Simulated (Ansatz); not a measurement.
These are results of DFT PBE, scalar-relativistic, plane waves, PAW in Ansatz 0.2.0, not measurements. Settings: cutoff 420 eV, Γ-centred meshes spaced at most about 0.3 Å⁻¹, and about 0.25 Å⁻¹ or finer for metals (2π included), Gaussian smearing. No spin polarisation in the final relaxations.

Temperature and zero-point effects are left out.

Two forms of LiAlO were relaxed alike.

A.

Space group P4/nmm:1 (No. 129). a = 3.119 Å, b = 3.119 Å, c = 6.916 Å, α = 90.00°, β = 90.00°, γ = 90.00°
```
atom  site  symmetry       x       y       z
  Li    2a      -4m2  0.0000  0.0000  0.0000
  Al    2c       4mm  0.5000  0.0000  0.6625
   O    2c       4mm  0.5000  0.0000  0.3925
```

B.

Space group P4/nmm:1 (No. 129). a = 3.441 Å, b = 3.441 Å, c = 5.909 Å, α = 90.00°, β = 90.00°, γ = 90.00°
| atom | site | symmetry | x | y | z |
| --- | --- | --- | --- | --- | --- |
| Li | 2c | 4mm | 0.5000 | 0.0000 | 0.6096 |
| Al | 2a | -4m2 | 0.0000 | 0.0000 | 0.0000 |
| O | 2c | 4mm | 0.5000 | 0.0000 | 0.2895 |

Problem. Which would you expect to be lower, and how large is the difference?

Solution. A is lower, by 0.35 eV/atom. A has space group P4/nmm (No. 129), 11.2 Å³/atom and a gap of 1.51 eV on its mesh; B has space group P4/nmm (No. 129), 11.7 Å³/atom and no gap. Counting O atoms around Al and Li (those within 1.25 times the shortest such distance or 1.15 times the sum of covalent radii; a plus sign parts nearer from farther groups; the shortest distance is added where it is long for a bond), A has Li 4 from 3.1 Å, Al 1+4 and B has Li 1, Al 4 from 2.4 Å. The denser one is the lower, and pressure would at first widen the difference. In A, Li is surrounded by 4 Li at 2.21 Å; Al has 1 O at 1.87 Å and 4 O at 2.24 Å; O is surrounded by 1 Al at 1.87 Å and 4 Al at 2.24 Å. In B, Li is surrounded by 1 O at 1.89 Å, 4 O at 2.50 Å, 4 Li at 2.76 Å and 4 Al at 2.88 Å; around Al lie 4 O at 2.43 Å, 4 Al at 2.43 Å and 4 Li at 2.88 Å; O has 1 Li at 1.89 Å and 4 Al at 2.43 Å. Both come from invented guesses. A third cell relaxed alike, in P4/nmm, lies 298 meV/atom below the lower of the two.

Kohn–Sham gaps at this level usually fall short of measured ones. Cells relaxed within their symmetry can be saddle points.
